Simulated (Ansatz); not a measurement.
# Stress against strain in MgS

```xyz
2
Lattice="0.0000 2.6016 2.6016 2.6016 0.0000 2.6016 2.6016 2.6016 0.0000" Properties=species:S:1:pos:R:3 pbc="T T T"
Mg    0.0000    0.0000    0.0000
S     2.6016    2.6016    2.6016
```

Atom numbers follow the list: Mg1, S2.

Conventional cell: a = 5.203 Å, b = 5.203 Å, c = 5.203 Å, α = 90.00°, β = 90.00°, γ = 90.00°. Mg (atom 1) is surrounded by 6 S at 2.60 Å. S (atom 2) is surrounded by 6 Mg at 2.60 Å.

The cell is COD entry 9008672, as deposited and not checked against the literature; nothing was relaxed.

Computed with DFT, PBEsol, all-electron LAPW, scalar-relativistic (Ansatz 0.2.0).

Sampling and basis: a Γ-centred 10×10×10 k mesh, Fermi–Dirac smearing of 0.03 eV, basis error target 0.25 meV/atom, no spin polarisation.

The strain is applied along the Cartesian axes of the cell as listed (the other components stay zero). Fractional coordinates are held (clamped ions).

σ is the change of stress from the unstrained cell, which is at -0.96 GPa; tension is positive, so slopes are stress–strain coefficients at that pressure.

Only quantities that a quadratic follows smoothly over the whole series are listed; rougher ones are left out.

| εxx = εyy | σzz (GPa) | σxx (GPa) |
| --- | --- | --- |
| -0.0200 | -1.63 | -4.18 |
| -0.0100 | -0.80 | -1.96 |
| 0.0000 | 0.00 | 0.00 |
| 0.0200 | 1.52 | 3.22 |

(1) Fit the series and read off the stiffness at zero strain.

(2) One run, at εxx = εyy = 0.0100, is withheld. Predict its row.

Answers

(1) Least-squares fits y = p0 + p1 x + p2 x² to the rows give σzz (GPa): p1 = 78.7, p2 = -140; σxx (GPa): p1 = 185, p2 = -1200. So 2 C12 = 79 GPa and C11 + C12 = 185 GPa.

(2) The fits give 0.77, 1.73; the run gave 0.78, 1.72.
